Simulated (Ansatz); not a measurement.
Ansatz (a program for electronic structure) input:

Ansatz 0.2 input:
```yaml
crystal:
  lattice:
    - [1.4742061471, -4.5428915346, 0.0]
    - [1.4742061471, 4.5428915346, 0.0]
    - [0.0, 0.0, 4.0889385928]
  atoms:
    - { symbol: Al, position: [0.5929031962, 0.4070968038, 0.25] }
    - { symbol: Ru, position: [0.8633422779, 0.1366577221, 0.25] }
    - { symbol: Al, position: [0.4070968038, 0.5929031962, 0.75] }
    - { symbol: Ru, position: [0.1366577221, 0.8633422779, 0.75] }
kpoints:
  mp_grid: { grid: [11, 11, 7] }
  band_path:
    path:
      - [[0.0, 0.0, 0.0], [-0.5, 0.5, 0.0], [-0.2763264141, 0.7236735859, 0.0]]  # Γ-Y-C_0
      - [[0.2763264141, 0.2763264141, 0.0], [0.0, 0.0, 0.0], [0.0, 0.0, 0.5], [0.2763264141, 0.2763264141, 0.5]]  # Σ_0-Γ-Z-A_0
      - [[-0.2763264141, 0.7236735859, 0.5], [-0.5, 0.5, 0.5], [-0.5, 0.5, 0.0]]  # E_0-T-Y
      - [[0.0, 0.0, 0.0], [0.0, 0.5, 0.0], [0.0, 0.5, 0.5], [0.0, 0.0, 0.5], [-0.5, 0.5, 0.5]]  # Γ-S-R-Z-T
    npoints: 6
basis: { xc_grid: 2 }
hamiltonian:
  xc: pbesol
  pseudopotentials: { kind: paw }
magnetization: { noncollinear: true, spin_orbit: true }
scf:
  n_extra_bands: 12
  convergence: { dr2_threshold: 0.0000000001 }
  occupations: { method: gaussian, width: 0.05 }
output: { eigenvalues: true }
```

Output (shortened):

```
Pseudopotential: Al, paw_fr, valence charge 3
Pseudopotential: Ru, paw_fr, valence charge 16
Functional definition: PBEsol
non-collinear run that drives no moment, with spin-orbit …
Crystal: 4 atoms, lattice volume = 54.769 Å³
Basis set: ecut = 420 eV, 1055 PW (Γ), exchange–correlation on 64×64×60 points (8 copies of the dense FFT grid, shifted against one another)
Bands: 50, of which v1, the nominal top of the filled ones, is band 38 counted from 1 (37 counted from 0)
Symmetry: 8 space group operations + 8 with time reversal
k-points: 144 of 847
Projection manifold: j_resolved (fully-relativistic pseudo-atomic orbitals)
SCF iter   1: F=—  HF=-12689.082622 eV  |F-HF|=—  |Δ(HF+E_count)|=         —  Δρ=1.21e-1  dr2=1.00e1  dr2_m=0.00e0 (ungated)  ethr=3.10e-3  |M|=0.00e0 ∫|m|=0.00e0 μB  |m|>n=0.0e0 m-floor=0.0e0 τ_xc=0.0e0  β_m=0.30  ⟨swp⟩=6.2  Hψ=16684  notcnv=0  defer=84
preconditioner: auto → Kerker (q_TF=auto, 2.567 Å⁻¹)
spin=Noncollinear: Kerker preconditioning applied to the charge; magnetization (m_x, m_y, m_z) channels mix plain (no charge-response kernel on spin).
SCF iter   2: F=—  HF=-12687.344645 eV  |F-HF|=—  |Δ(HF+E_count)|=    1.74e0  Δρ=6.22e-2  dr2=2.41e0  dr2_m=0.00e0 (ungated)  ethr=3.10e-3  |M|=0.00e0 ∫|m|=0.00e0 μB  |m|>n=0.0e0 m-floor=0.0e0 τ_xc=0.0e0  β_m=0.44  ⟨swp⟩=2.7  Hψ=6783  notcnv=0  defer=870
SCF iter   3: F=—  HF=-12686.812069 eV  |F-HF|=—  |Δ(HF+E_count)|=   5.33e-1  Δρ=1.79e-2  dr2=1.27e-1  dr2_m=0.00e0 (ungated)  ethr=3.10e-3  |M|=0.00e0 ∫|m|=0.00e0 μB  |m|>n=0.0e0 m-floor=0.0e0 τ_xc=0.0e0  β_m=0.72  ⟨swp⟩=2.1  Hψ=5105  notcnv=0  defer=870
SCF iter   4: F=—  HF=-12686.791536 eV  |F-HF|=—  |Δ(HF+E_count)|=   2.05e-2  Δρ=6.31e-3  dr2=2.35e-2  dr2_m=0.00e0 (ungated)  ethr=3.35e-4  |M|=0.00e0 ∫|m|=0.00e0 μB  |m|>n=0.0e0 m-floor=0.0e0 τ_xc=0.0e0  β_m=0.86  ⟨swp⟩=3.0  Hψ=7267  notcnv=0  defer=856
SCF iter   5: F=—  HF=-12686.785787 eV  |F-HF|=—  |Δ(HF+E_count)|=   5.75e-3  Δρ=7.65e-4  dr2=3.51e-4  dr2_m=0.00e0 (ungated)  ethr=6.19e-5  |M|=0.00e0 ∫|m|=0.00e0 μB  |m|>n=0.0e0 m-floor=0.0e0 τ_xc=0.0e0  β_m=0.93  ⟨swp⟩=2.0  Hψ=5024  notcnv=0  defer=856
SCF iter   6: F=—  HF=-12686.785640 eV  |F-HF|=—  |Δ(HF+E_count)|=   1.47e-4  Δρ=1.36e-4  dr2=9.18e-6  dr2_m=0.00e0 (ungated)  ethr=9.24e-7  |M|=0.00e0 ∫|m|=0.00e0 μB  |m|>n=0.0e0 m-floor=0.0e0 τ_xc=0.0e0  β_m=0.96  ⟨swp⟩=2.3  Hψ=5238  notcnv=0  defer=856
SCF iter   7: F=—  HF=-12686.785636 eV  |F-HF|=—  |Δ(HF+E_count)|=   4.12e-6  Δρ=2.31e-5  dr2=3.84e-7  dr2_m=0.00e0 (ungated)  ethr=2.42e-8  |M|=0.00e0 ∫|m|=0.00e0 μB  |m|>n=0.0e0 m-floor=0.0e0 τ_xc=0.0e0  β_m=0.98  ⟨swp⟩=2.2  Hψ=5219  notcnv=0  defer=856
SCF iter   8: F=—  HF=-12686.785636 eV  |F-HF|=—  |Δ(HF+E_count)|=   6.79e-9  Δρ=3.95e-6  dr2=1.32e-8  dr2_m=0.00e0 (ungated)  ethr=1.01e-9  |M|=0.00e0 ∫|m|=0.00e0 μB  |m|>n=0.0e0 m-floor=0.0e0 τ_xc=0.0e0  β_m=0.99  ⟨swp⟩=2.1  Hψ=4755  notcnv=0  defer=856
SCF iter  10: F=-12686.785636 eV  HF=-12686.785636 eV  |F-HF|=2.55e-11  |Δ(HF+E_count)|=  1.18e-10  Δρ=3.33e-7  dr2=5.02e-11  dr2_m=0.00e0 (ungated)  ethr=1.00e-12  |M|=0.00e0 ∫|m|=0.00e0 μB  |m|>n=0.0e0 m-floor=0.0e0 τ_xc=0.0e0  ⟨swp⟩=9.2  Hψ=11918  notcnv=0
SCF 1 converged in 10 iterations: F = -12686.785636 eV  dr2 = 5.02e-11
NSCF: frozen V_eff on 70 k-points
SCF converged after 10 iterations
Magnetization: |M| = 0.0000 μB,  M = (+0.0000, +0.0000, +0.0000) μB
Absolute magnetization: 0.0000 μB (∫|m|)
  site 0: m = (+0.0000, +0.0000, +0.0000) μB, |m| = 0.0000 μB  (R = 1.01 Å)
  site 1: m = (+0.0000, +0.0000, +0.0000) μB, |m| = 0.0000 μB  (R = 1.01 Å)
  site 2: m = (+0.0000, +0.0000, +0.0000) μB, |m| = 0.0000 μB  (R = 1.01 Å)
  site 3: m = (+0.0000, +0.0000, +0.0000) μB, |m| = 0.0000 μB  (R = 1.01 Å)
Free energy (F): -12686.785636 eV
Harris-Foulkes:  -12686.785636 eV  (|F-HF|=2.55e-11)
Internal energy: -12686.780222 eV  (E = F + TS)
E sigma→0 (E₀):  -12686.782929 eV
Entropy (-TS):   -0.005414 eV (-1.354 meV/atom)
Fermi energy:    15.717746 eV
--- Per-component energies (eV) ---
  E_band       = -263.511308
  E_kinetic    = 1085.768076
  E_local      = -3632.183406  (includes V_loc(G=0)·N_el)
  E_nonlocal   = 714.434002
  E_hartree    = 1282.008966
  E_xc         = -460.689831
  E_vxc        = -539.397815  (∫ρ·V_xc dr)
  E_paw        = -7713.951745  (= ΣΔE_a)
  E_vpaw       = -456.150035  (= ΣTr[D̂ρ^β])
  E_aug_tail   = -0.000420  (compensation charges beyond the density's cutoff)
  E_ewald      = -3962.713638
  E_core_change = 0.547775  (= ΣΔE_core)
  E_smearing   = -0.005414  (= −TS)
  E_closure    = 0.000000  (closes the sum)
  Σ components = -12686.785636   (vs F -12686.785636, Δ=0.00e0)
  [band-id]    e_kinetic+e_local+e_nonlocal+2·e_hartree+e_vxc+e_vpaw+e_augmentation_tail = -263.511667   (vs E_band -263.511308, Δ=-3.59e-4)
--- Band table (eV; the first three rows and the last of 144) ---
  k-point 0: bands = ["-56.2371", "-56.2371", "-56.2218", "-56.2218", "-28.6521", "-28.6521", "-28.5930", "-28.5930", "-25.3261", "-25.3261", "-25.2152", "-25.2152", "-25.1929", "-25.1929", "-25.1477", "-25.1477", "5.8960", "5.8960", "9.5821", "9.5821", …
  k-point 1: bands = ["-56.2363", "-56.2363", "-56.2225", "-56.2225", "-28.6495", "-28.6495", "-28.5962", "-28.5962", "-25.3214", "-25.3214", "-25.2216", "-25.2216", "-25.1908", "-25.1908", "-25.1502", "-25.1502", "6.1005", "6.1005", "9.6403", "9.6403", …
  k-point 2: bands = ["-56.2341", "-56.2341", "-56.2246", "-56.2246", "-28.6420", "-28.6420", "-28.6051", "-28.6051", "-25.3076", "-25.3076", "-25.2387", "-25.2387", "-25.1851", "-25.1851", "-25.1571", "-25.1571", "6.6932", "6.6932", "9.5014", "9.5014", …
  k-point 143: bands = ["-56.2296", "-56.2296", "-56.2287", "-56.2287", "-28.6269", "-28.6269", "-28.6236", "-28.6236", "-25.2891", "-25.2891", "-25.2855", "-25.2855", "-25.1621", "-25.1621", "-25.1570", "-25.1570", "8.5460", "8.5460", "9.4516", "9.4516", …
```

Cost: around 90 core-seconds (rough) on shared cores.

Space group Cmcm. The start of the workflow was typed in or built on a structure type; neither database checked (COD, Materials Project) lists it. COD files the formula under space group No. 221, so this cell is another polymorph or a model. Whether it is the stable phase at ambient conditions was not checked. The PBEsol relaxation kept the symmetry of its start; of distortions, only those at the zone centre were tested. The run is not spin-polarised.

Potentials: the later of the program's two PAW sets.

Ansatz is a plane-wave DFT program.
